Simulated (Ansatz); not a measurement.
The cell below belongs to a search over invented structures; it isn't taken from experiment.

Input and command of a plane-wave DFT calculation in Ansatz:

```yaml
crystal:
  lattice:
    - [-1.77297082, 1.77297082, 5.2801587]
    - [1.77297082, -1.77297082, 5.2801587]
    - [1.77297082, 1.77297082, -5.2801587]
  atoms:
    - { symbol: Lu, position: [0.111, 0.111, 0.0] }
    - { symbol: Lu, position: [0.889, 0.889, 0.0] }
    - { symbol: F, position: [0.32300001, 0.32300001, 0.0] }
    - { symbol: F, position: [0.67699999, 0.67699999, 0.0] }
basis:
  ecutwfc: 420
kpoints:
  mp_grid: { grid: [8, 8, 8] }
hamiltonian:
  xc: pbe
scf:
  occupations: { method: gaussian, width: 0.2 }
  lower_state_search: "off"
output:
  forces: true
  stress: true
  eigenvalues: true
relax:
  adjacent_minimum: "off"
  f_tol: 0.08
  max_steps: 16
  cell: { stress_tol: 0.8 }
```

```bash
ansatz run input.yaml --threads 1 --pin off --max-ram 2560MiB --backend cpu --events-out ev --progress --plain --runs-dir out
```

Processor: Intel(R) Xeon(R) Processor @ 2.50GHz (Skylake/Cascade Lake), 1 thread, on a host shared with other jobs.

How long does it run, and how much memory does it take?

About 4.3 min, peak memory 0.46 GiB. It solves 39 bands at 59 k points (after reduction by symmetry) with about 1425 plane waves (on the last cell), in 91 SCF iterations over 10 ionic steps.
